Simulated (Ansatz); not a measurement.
Recipe of this trial structure of AlW: close-packed layers stacked AB, repeated with a shift to C (R-3m, No. 166) (elements of the layers in order: Al W). Its size is a rough estimate.

```yaml
crystal:
  lattice:
    - [1.48397, 0.85677, 4.31411]
    - [-1.48397, 0.85677, 4.31411]
    - [0.00000, -1.71354, 4.31411]
  atoms:
    - { symbol: Al, position: [0.00000, 0.00000, 0.00000] }
    - { symbol: W, position: [0.50000, 0.50000, 0.50000] }
```

The calculation used Ansatz 0.2.0, DFT PBE, scalar-relativistic, plane waves, PAW. Cutoff 420 eV, Gaussian smearing, Γ-centred meshes. Cell and atoms relax first on a coarse mesh and then on a finer one. In between, the cell is made exact in the group found at 0.06 Å. In metals the finer mesh still leaves noise of several meV/atom or more. The steps can't lower the symmetry of their start. No spin polarisation.

A guess keeps its type if space group and coordination stay and the shape of the cell changes little (axis ratios within about 15 %, angles within 6°); the volume may change.

Question: Will the relaxed cell still be of the starting type?

Answer: It keeps its type. The symmetry stays R-3m (No. 166). The end has the CuPt (L1_1) type. The volume per atom shrinks by 4.2 %, from 16.5 to 15.8 Å³. The shortest distance goes from 2.75 Å (Al–W) to 2.80 Å (Al–W). The ratio c/a of the conventional cell changes by a factor of 1.10. Counting neighbours within 15 % of an atom's shortest distance, the start has Al 12, W 12 and the end Al 12, W 12.

Energies over the elements count from the elements' standard structures at the same level, with no fitted energy shifts.

Question: At what energy does it end?

Answer: +0.10 eV/atom. It can't be a ground state, since the elements alone are lower.

The last run used a 24×24×24 mesh for its 2-atom cell and Gaussian smearing of 0.10 eV. These runs have no spin–orbit coupling, which can matter for W. A structure relaxed within its symmetry needn't be a true minimum.
